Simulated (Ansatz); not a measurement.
## Course of a relaxation: Te4W

The guess for Te4W was made by a generator: random cell by space group and Wyckoff sites (R-3m, No. 166). Lengths were set from tabulated atomic sizes, so they are only a guess.

```yaml
crystal:
  lattice:
    - [3.11067, 1.79595, 4.71435]
    - [-3.11067, 1.79595, 4.71435]
    - [0.00000, -3.59190, 4.71435]
  atoms:
    - { symbol: Te, position: [0.50000, 0.50000, 0.00000] }
    - { symbol: Te, position: [0.00000, 0.50000, 0.50000] }
    - { symbol: Te, position: [0.50000, 0.00000, 0.50000] }
    - { symbol: Te, position: [0.50000, 0.50000, 0.50000] }
    - { symbol: W, position: [0.00000, 0.00000, 0.00000] }
```

The calculation used DFT PBE, scalar-relativistic, plane waves, PAW (Ansatz 0.2.0). Cutoff 420 eV, Gaussian smearing, Γ-centred meshes. Cell and atoms relax first on a coarse mesh and then on a finer one. In between, the cell is made exact in the group found at 0.06 Å. In metals the finer mesh still leaves noise of several meV/atom or more. The steps can't lower the symmetry of their start. No spin polarisation.

Steps on the 3×3×3 mesh (5 atoms, 8 steps). The free energy counts from the last step; the plane-wave basis is renewed at times, which shifts energy and pressure.

| step | ΔF (meV/atom) | V (Å³/atom) | P (GPa) |
| --- | --- | --- | --- |
| 1 | 181.1 | 31.60 | 4.92 |
| 2 | 95.1 | 33.61 | 1.74 |
| 3 | 38.2 | 34.58 | 0.83 |
| 4 | 7.8 | 35.27 | 0.60 |
| 5 | 3.9 | 35.84 | 0.19 |
| 6 | 0.7 | 35.84 | 0.37 |
| 7 | 0.0 | 36.18 | 0.07 |
| 8 | 0.0 | 36.18 | 0.07 |

The relaxed structure, after a last relaxation on the converged mesh:

```
Te W
1.0
     3.04244    1.75655    5.55606
    -3.04244    1.75655    5.55606
     0.00000   -3.51311    5.55606
Te W
4 1
Direct
  0.50000 0.50000 0.00000
  0.00000 0.50000 0.50000
  0.50000 0.00000 0.50000
  0.50000 0.50000 0.50000
  0.00000 0.00000 0.00000
```

The symmetry stays R-3m (No. 166). The volume per atom grows by 12.7 %, from 31.6 to 35.6 Å³. The shortest distance goes from 2.96 Å (Te–Te) to 3.04 Å (Te–W and Te–Te). The ratio c/a of the conventional cell changes by a factor of 1.20. The energy falls by about 0.23 eV/atom (the start's value is from the coarse mesh). Around Te on a site of symmetry 2/m lie 2 W at 3.04 Å, 4 Te at 3.04 Å and 2 Te at 3.29 Å; Te on a site of symmetry -3m is surrounded by 6 Te at 3.29 Å; around W lie 6 Te at 3.04 Å.

```json
{
  "Volume per atom": "35.63 Å³",
  "Density": "6.47 g/cm³",
  "Formation energy": "+1.37 eV/atom",
  "Gap on the 6×6×6 mesh of the 5-atom cell": "0 eV (a metal)"
}
```

Formation energies are uncorrected and refer to the elements' standard structures at the same level.

The last run used Gaussian smearing of 0.10 eV. These runs have no spin–orbit coupling, which can matter for Te and W. The cell is a metal run without spin; a magnetic state may lie lower. The reference form of Te is held partly by dispersion forces, which this level lacks. Symmetry constrained the relaxation, so the result can be a saddle point. In all, the 3 runs took 3.1 min on 1 thread of Arm Neoverse N1, on a shared host. Another cell of Te4W relaxed alike, in Cmmm, lies 1.15 eV/atom lower, so this cell isn't the stable form at this level.
